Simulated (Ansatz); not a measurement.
# Sr$_{2}$CuO$_{3}$: relaxation (Ansatz)

Launch command:

```bash
ansatz run input.yaml --threads 2 --pin off --max-ram 4096MiB --backend cpu --events-out ev --progress --plain --runs-dir out
```

The input file (Ansatz 0.2.0, plane waves):

```yaml
crystal:
  lattice:
    - [0.000137, 0.003081, 3.524163]
    - [-0.003633, -3.873192, -0.003458]
    - [6.371058, 1.940947, -1.760103]
  atoms:
    - { symbol: Sr, position: [0.363989, 0.850197, 0.701398] }
    - { symbol: Sr, position: [0.655304, 0.157412, 0.300742] }
    - { symbol: Cu, position: [0.987989, 0.512168, 0.999901] }
    - { symbol: O, position: [0.161922, 0.658924, 0.309256] }
    - { symbol: O, position: [0.818902, 0.332451, 0.68712] }
    - { symbol: O, position: [0.997929, 0.0055, 0.002551] }
kpoints:
  mp_grid: { grid: [5, 5, 3], shift: [0.0, 0.0, 0.5] }
magnetization:
  spin_polarized: true
scf:
  occupations: { method: gaussian, width: 0.0206 }
  lower_state_search: "off"
hamiltonian:
  pseudopotentials: { kind: paw }
  xc: r2scan
basis:
  ecutwfc: 500
  fft_grid_basis: typed
relax:
  max_steps: 60
  cell: { p_target: 5.0 }
output:
  forces: true
  stress: true
  eigenvalues: true
  bader: false
  populations: true
  elf: true
  write_potential: true
  volumetric_format: npy
  dos:
    e_range: [-12, 8]
    de: 0.05
    projected: { site_lists: { Cu: [Cu], O: [O], Sr: [Sr] } }
checkpoint:
  read: saved_state
```

Origin of the cell: a strained cell with displaced atoms, so it need not be a known compound.

The saved state is a converged single point of the same cell.

Steps («new basis» is an SCF on plane waves selected anew at the same cell):

| step | ΔH (meV/atom) | max force component (eV/Å) | P (GPa) | volume (Å³) | SCF iterations | step was |
| --- | --- | --- | --- | --- | --- | --- |
| 1 | 0.0 | 0.649 | -0.03 | 86.94 | 11 | accepted |
| 2 | 25.7 | 1.779 | 11.26 | 79.60 | 10 | rejected |
| 3 | -23.7 | 0.196 | 5.96 | 82.77 | 16 | accepted |
| 4 | -24.6 | 0.005 | 4.98 | 83.18 | 9 | accepted |
| 5 | -24.6 | 0.002 | 4.99 | 83.17 | 6 | accepted |
| 6 | -24.3 | 0.002 | 5.00 | 83.17 | 9 | new basis |

Before:

Space group P1 (No. 1); the run's cell has a = 3.524 Å, b = 3.873 Å, c = 6.889 Å, α = 106.40°, β = 104.79°, γ = 90.10°. Shortest distances: Cu–O 1.91 Å, O–Sr 2.46 Å, O–O 2.75 Å, Cu–Sr 3.16 Å, Sr–Sr 3.52 Å, Cu–Cu 3.52 Å.

The relaxed structure.

Space group Immm (No. 71); the run's cell has a = 3.437 Å, b = 3.882 Å, c = 6.751 Å, α = 106.71°, β = 104.70°, γ = 90.00°. Shortest distances: Cu–O 1.93 Å, O–Sr 2.47 Å, O–O 2.74 Å, Cu–Sr 3.18 Å, Sr–Sr 3.44 Å, Cu–Cu 3.44 Å.

```yaml
crystal:
  lattice:
    - [0.00136, 0.00010, 3.43667]
    - [-0.00004, -3.88203, -0.00008]
    - [6.23368, 1.94109, -1.71583]
  atoms:
    - { symbol: Sr, position: [0.35056, 0.85550, 0.70562] }
    - { symbol: Sr, position: [0.64478, 0.15005, 0.29471] }
    - { symbol: Cu, position: [0.99767, 0.50278, 0.00016] }
    - { symbol: O, position: [0.15230, 0.65759, 0.30976] }
    - { symbol: O, position: [0.84305, 0.34796, 0.69056] }
    - { symbol: O, position: [0.99767, 0.00277, 0.00016] }
```

```
Enthalpy lowered by     : 24.3 meV/atom
Volume change           : -4.33 %
Final pressure          : 5.00 GPa
Relaxation steps listed : 6
```

Caveats: the k mesh is coarse if the cell is a metal.

It ran for 260 s of wall time on 2 CPU thread(s) of a shared host, from a saved density.
